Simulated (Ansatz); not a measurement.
NaH (rock salt, Fm-3m), DFT-PBEsol in the program Ansatz with PAW potentials. The conduction-band minimum lies at L, with 4 equivalent valleys. Second derivatives d²E/dk² of the lowest band at one valley (eV·Å²), along Cartesian directions:

```csv
direction,d²E/dk²
[100],16.49
[010],16.49
[001],16.49
[110],25.34
[101],7.632
[011],7.632
```

Q: Find the principal effective masses, the density-of-states mass and the conductivity mass.

A: Off-diagonal terms follow from H_xy = H[110] − (H_xx + H_yy)/2, and m*/mₑ = 7.620 eV·Å² over each eigenvalue: 0.22, 1.00, 1.00. One valley's DOS mass (m₁m₂m₃)^(1/3) = 0.61, conductivity mass 3/(Σ 1/mᵢ) = 0.46 mₑ.

Q: What effective density of states Nc follows at 300 K for parabolic valleys?

A: Nc = 2.509e19 × 4 × (0.61)^(3/2) ≈ 4.8e19 cm⁻³.

Q: With the computed static dielectric constant 9.57 (mean of the diagonal), estimate a hydrogenic donor's binding energy and radius.

A: E = 13.606 eV × 0.46/9.57² ≈ 68 meV; a = 0.529 Å × ε/m* ≈ 11 Å. Semilocal masses tend to be too small where the gap is.

Q: With ε∞ = 3.25 and ω_LO = 892 cm⁻¹, what Fröhlich coupling constant follows?

A: α = (1/ε∞ − 1/ε0) √(m* × 13.606 eV/ħω_LO) = 1.5.

The PBEsol relaxation kept the symmetry of its start; of distortions, only those at the zone centre were tested.

Potentials: the later of the program's two PAW sets.
